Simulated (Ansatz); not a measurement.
A change and its effect: TiAl (P4/mmm)

```xyz
2
Lattice="2.7972 0.0000 0.0000 0.0000 2.7972 0.0000 0.0000 0.0000 4.0344" Properties=species:S:1:pos:R:3 pbc="T T T"
Ti    0.0000    0.0000    0.0000
Al    1.3986    1.3986    2.0172
```

The conventional cell has a = 2.797 Å, b = 2.797 Å, c = 4.034 Å, α = 90.00°, β = 90.00°, γ = 90.00°. Around Ti (atom 1) lie 4 Ti at 2.80 Å and 8 Al at 2.83 Å. Al (atom 2) has 4 Al at 2.80 Å and 8 Ti at 2.83 Å as nearest neighbours.

Computed, not measured; unless marked otherwise by PBEsol, PAW on Ansatz 0.2.0's default frozen-core files (fitted under PBE), scalar-relativistic. k mesh 16×16×12, strains of ±0.003, Fermi-Dirac smearing of 0.080 eV, cutoff 420 eV. The cell was relaxed by PAW under this functional.

With these settings the run gives C11 = 207.8, C44 = 120.1 GPa and B_V = 120.1 GPa (relaxed ions).

Task: The run is repeated in the same cell with hamiltonian.xc from pbesol to lda. What moves, and by how much?

Result: C11: -7.02 %; C44: -4.69 %; B_V: -6.41 %. The cell isn't relaxed anew, and its pressure at the new settings is -3.7 GPa; in its own relaxed cell the change can differ in size and sign.

Keep in mind: frozen-core PAW files fitted under PBE, their cores solved anew for the functional of the run; responses of metals move with mesh and smearing; the softest shear constant rests on one k mesh, and a soft shear can herald a distortion on cooling; elastic stability says nothing of phonons or of other phases; the cell carries a residual stress at this level.
